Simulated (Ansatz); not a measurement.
## Al$_{2}$Ga$_{3}$P$_{5}$: computed properties

Computed with DFT PBE, scalar-relativistic, plane waves, PAW in Ansatz 0.2.0.

Cutoff 420 eV; k points 10×10×10 on the computed 10-atom cell (Γ-centred); Gaussian smearing, width 0.02 eV; no spin polarisation.

The structure is relaxed at this level of theory with its symmetry kept, and needn't be the ground state of this composition.

Space group I-4m2 (No. 119), tetragonal, a = 3.894 Å, c = 27.534 Å. Al is surrounded by 4 P at 2.38 Å; around Ga on a site of symmetry 2mm lie 4 P at 2.38–2.39 Å; Ga on a site of symmetry -4m2 is surrounded by 4 P at 2.38 Å; around P on a site of symmetry -4m2 lie 4 Al at 2.38 Å; around P on a site of symmetry 2mm lie 2 Al at 2.38 Å and 2 Ga at 2.39 Å; P on a second site of symmetry 2mm has 4 Ga at 2.38 Å.

| Item | Value |
| --- | --- |
| Volume per atom | 20.88 Å³ |
| Formation energy from the elements' standard states (uncorrected) | -0.512 eV/atom |
| Kohn–Sham band gap | 1.58 eV |
| Orbital (Löwdin) character of the top 1 eV of the valence band | P 3p 78 %, Ga 4p 13 % |
| Orbital (Löwdin) character of the lowest 1 eV of the conduction band | P 3p 18 %, Ga 4p 18 %, Al 3p 16 %, Ga 4s 16 %, P 3s 15 %, unprojected 12 % |
| Bader charge by site (e) | Al (2 in the cell) 2.09, Ga (2 in the cell) 0.84, Ga (1 in the cell) 0.84, P (1 in the cell) -2.08, P (2 in the cell) -1.47, P (2 in the cell) -0.84 |

The cell was found from a structure generator's guess, not taken from experiment. Kohn–Sham gaps at this level usually fall short of measured ones. Löwdin shares on free-atom orbitals overweight diffuse shells in the empty bands.
